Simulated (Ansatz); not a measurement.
## Sc: one input, then a changed one

The cell was built from the hcp type and relaxed in the same program; it needn't be a known or the stable phase. The listed cell was then made from it by scaling, straining or moving an atom.

First run: DFT, PBE, PAW with Ansatz's default frozen-core files, scalar-relativistic (Ansatz 0.2.0).

Command: `ansatz run input.yaml --threads 1 --pin off --max-ram 2048MiB --backend cpu --events-out ev --progress --plain --runs-dir out` The run took 5.2 s on 1 thread of Arm Neoverse V1, on a shared host, peak memory 0.39 GiB.

```yaml
crystal:
  lattice:
    - [3.3844744701, 0.0, 0.0]
    - [-1.6922372351, 2.9310408696, 0.0]
    - [0.0, 0.0, 5.2692094551]
  atoms:
    - { symbol: Sc, position: [0.3333333333, 0.6666666667, 0.25] }
    - { symbol: Sc, position: [0.6666666667, 0.3333333333, 0.75] }
kpoints:
  mp_grid: { grid: [15, 15, 8] }
scf:
  occupations: { method: fermi_dirac, width: 0.05 }
hamiltonian:
  xc: pbe
  pseudopotentials: { kind: paw }
output:
  forces: true
  stress: true
  eigenvalues: true
  efg: { contact_densities: true }
```

Result: converged; pressure -2.88 GPa; no gap on the k mesh; 6 SCF iterations.

The input is then changed:

```diff
@@ -5,10 +5,11 @@
     - [0.0, 0.0, 5.2692094551]
   atoms:
-    - { symbol: Sc, position: [0.3333333333, 0.6666666667, 0.25] }
-    - { symbol: Sc, position: [0.6666666667, 0.3333333333, 0.75] }
+    - { symbol: Sc, position: [0.3333333333, 0.6666666667, 0.25], spin: -1.0 }
+    - { symbol: Sc, position: [0.6666666667, 0.3333333333, 0.75], spin: -4.0 }
 kpoints:
   mp_grid: { grid: [15, 15, 8] }
 scf:
-  occupations: { method: fermi_dirac, width: 0.05 }
+  occupations: { method: methfessel_paxton, width: 0.01 }
+  n_extra_bands: 4
 hamiltonian:
   xc: pbe
@@ -19,3 +20,5 @@
   eigenvalues: true
   efg: { contact_densities: true }
+magnetization:
+  spin_polarized: true
```

What does the second run give?

It converged; pressure -2.77 GPa; moment -0.75 μB; 26 SCF iterations.
